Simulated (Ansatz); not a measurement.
**Eigenvalues along a path: Mg$_{2}$B (begun as CdCl2 type, now Fm-3m)**

```
CELL_PARAMETERS angstrom
2.03570 -1.17531 3.32578
0.00000 2.35063 3.32578
-2.03570 -1.17531 3.32578
ATOMIC_POSITIONS crystal
B 0.00000 0.00000 0.00000
Mg 0.24999 0.24999 0.24999
Mg 0.75001 0.75001 0.75001
```

The cell comes from a relaxation on PAW files under the same functional, begun from a prototype that needn't be the stable phase.

Level of theory: DFT with PBEsol, scalar-relativistic, in Ansatz 0.2.0; a Γ-centred 13×13×13 k mesh, Fermi–Dirac smearing of 0.05 eV, no spin polarisation. LAPW: all electrons, basis error target 0.5 meV/atom.

Path points, in fractions of the reciprocal vectors: Γ (0.000, 0.000, 0.000), T (0.500, 0.500, 0.500), H2 (0.750, 0.250, 0.500), H0 (0.500, -0.250, 0.250), L (0.500, 0.000, 0.000), S0 (0.375, -0.375, 0.000), S2 (0.625, 0.000, 0.375), F (0.500, 0.000, 0.500). The distance column jumps between branches of the path. Levels in eV from the Fermi level; bands 10 to 15, counted from the lowest band of the run. The gap is zero, the pressure -0.02 GPa.

```
# k(1/Å) point b10 b11 b12 b13 b14 b15
0.000 Γ -8.56 0.91 0.92 0.92 3.60 5.25
0.135 - -8.50 0.52 0.88 0.88 3.82 5.29
0.270 - -8.32 -0.33 0.77 0.77 4.06 5.54
0.405 - -8.04 -1.33 0.64 0.64 4.05 5.54
0.540 - -7.65 -2.32 0.51 0.51 3.94 5.27
0.675 - -7.19 -3.23 0.41 0.41 3.83 4.97
0.810 - -6.74 -3.97 0.35 0.35 3.76 4.77
0.945 T -6.51 -4.29 0.33 0.33 3.74 4.70
1.055 - -6.48 -4.25 0.09 0.26 3.93 4.42
1.165 - -6.39 -4.13 -0.45 0.07 3.99 4.26
1.275 - -6.25 -3.93 -1.09 -0.27 3.69 4.55
1.386 - -6.07 -3.66 -1.70 -0.72 3.55 4.86
1.496 - -5.87 -3.32 -2.22 -1.23 3.55 5.21
1.606 - -5.71 -2.95 -2.58 -1.72 3.59 5.62
1.716 H2 -5.65 -2.71 -2.71 -2.00 3.62 5.99
2.488 H0 -5.65 -2.71 -2.71 -2.00 3.62 5.99
2.598 - -5.71 -2.95 -2.58 -1.72 3.59 5.61
2.708 - -5.87 -3.32 -2.22 -1.23 3.54 5.20
2.818 - -6.07 -3.66 -1.70 -0.72 3.55 4.85
2.928 - -6.25 -3.93 -1.09 -0.27 3.68 4.54
3.039 - -6.39 -4.12 -0.45 0.06 3.99 4.25
3.149 - -6.48 -4.24 0.09 0.26 3.93 4.42
3.259 L -6.51 -4.28 0.32 0.32 3.74 4.69
3.394 - -6.74 -3.97 0.35 0.35 3.76 4.76
3.529 - -7.19 -3.23 0.41 0.41 3.83 4.97
3.664 - -7.65 -2.32 0.51 0.51 3.93 5.27
3.799 - -8.04 -1.32 0.64 0.64 4.05 5.54
3.934 - -8.32 -0.33 0.77 0.77 4.06 5.53
4.069 - -8.50 0.53 0.87 0.88 3.82 5.30
4.204 Γ -8.56 0.91 0.92 0.92 3.60 5.25
4.369 - -8.47 0.42 0.73 0.91 3.91 5.24
4.535 - -8.21 -0.54 0.21 0.88 4.37 5.32
4.700 - -7.78 -1.50 -0.51 0.75 4.79 5.19
4.865 - -7.22 -2.33 -1.29 0.48 4.26 5.35
5.031 - -6.59 -2.91 -2.04 0.10 3.45 5.87
5.196 - -6.03 -3.11 -2.69 -0.30 2.74 6.10
5.361 S0 -5.76 -3.19 -2.73 -0.64 2.15 5.11
6.029 S2 -5.76 -3.19 -2.73 -0.64 2.15 5.11
6.084 - -5.73 -3.32 -2.49 -0.73 1.98 4.62
6.140 - -5.72 -3.43 -2.20 -0.81 1.81 4.15
6.195 - -5.73 -3.52 -1.89 -0.88 1.64 3.72
6.250 - -5.74 -3.59 -1.58 -0.93 1.46 3.36
6.305 - -5.75 -3.64 -1.29 -0.97 1.27 3.09
6.360 - -5.75 -3.68 -1.08 -0.99 1.12 2.93
6.415 F -5.76 -3.69 -1.00 -1.00 1.06 2.88
```
